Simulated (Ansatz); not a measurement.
MgCdS2:
```cif
data_CdMgS2
_chemical_formula_sum 'Mg1 Cd1 S2'
_space_group_name_H-M_alt 'P4/mmm'
_space_group_IT_number 123
_space_group_name_Hall '-P 4 2'
_cell_length_a 3.71478
_cell_length_b 3.71478
_cell_length_c 5.25971
_cell_angle_alpha 90.000
_cell_angle_beta 90.000
_cell_angle_gamma 90.000
loop_
_atom_site_label
_atom_site_type_symbol
_atom_site_symmetry_multiplicity
_atom_site_Wyckoff_symbol
_atom_site_fract_x
_atom_site_fract_y
_atom_site_fract_z
_atom_site_occupancy
Mg1 Mg 1 d 0.50000 0.50000 0.50000 1
Cd1 Cd 1 a 0.00000 0.00000 0.00000 1
S1 S 1 b 0.00000 0.00000 0.50000 1
S2 S 1 c 0.50000 0.50000 0.00000 1
```

This is the LDA-relaxed structure.

Problem. All from LDA (plane waves, PAW; program Ansatz), unless another level is named. Give the electronic character.

Solution. no gap, with almost no states at the Fermi level (zero-gap or semimetallic).

Problem. Next, the formation energy from the elements (no fitted shifts)?

Solution. -1.03 eV/atom.

The workflow started from a Materials Project entry (that database holds measured and hypothetical structures alike); the Crystallography Open Database copy checked does not list it. With Mg and Cd taken as one species the cell has the higher symmetry Fm-3m, so it may be an ordered model of a mixed-site phase. Whether it is the stable phase at ambient conditions was not checked. The cell was relaxed with LDA under the symmetry of its start; of distortions, only those at the zone centre were tested. The references are the lowest solids computed at this level, not always the standard phases. Scalar-relativistic: spin–orbit coupling is off unless named, which matters more the heavier the elements.

Potentials: the later of the program's two PAW sets.
